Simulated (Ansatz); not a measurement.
Consider the following.

TaRu₃:
```cif
data_Ru3Ta
_chemical_formula_sum 'Ta1 Ru3'
_space_group_name_H-M_alt 'Pm-3m'
_space_group_IT_number 221
_space_group_name_Hall '-P 4 2 3'
_cell_length_a 3.85429
_cell_length_b 3.85429
_cell_length_c 3.85429
_cell_angle_alpha 90.000
_cell_angle_beta 90.000
_cell_angle_gamma 90.000
loop_
_atom_site_label
_atom_site_type_symbol
_atom_site_symmetry_multiplicity
_atom_site_Wyckoff_symbol
_atom_site_fract_x
_atom_site_fract_y
_atom_site_fract_z
_atom_site_occupancy
Ta1 Ta 1 b 0.50000 0.50000 0.50000 1
Ru1 Ru 3 d 0.00000 0.00000 0.50000 1
```

This is the PBEsol-relaxed structure.

Q: All from PBEsol in the plane-wave PAW code Ansatz, unless another level is named. Estimate the Debye temperature from the elastic constants.

A: 440 K.

Q: Give the elastic constants (relaxed ions, GPa).

A: C11 = 433, C12 = 240, C44 = 191.

The workflow started from a Materials Project entry (that database holds measured and hypothetical structures alike); the Crystallography Open Database copy checked does not list it. Whether it is the stable phase at ambient conditions was not checked. Symmetry was held in the PBEsol relaxation; its stability against distortions is not shown here. The run is not spin-polarised. As this level gives no gap, shear constants depend on the k-mesh and smearing (Fermi–Dirac, 0.1 eV here). Scalar-relativistic: spin–orbit coupling is off unless named, which matters more the heavier the elements.

Potentials: the later of the program's two PAW sets.
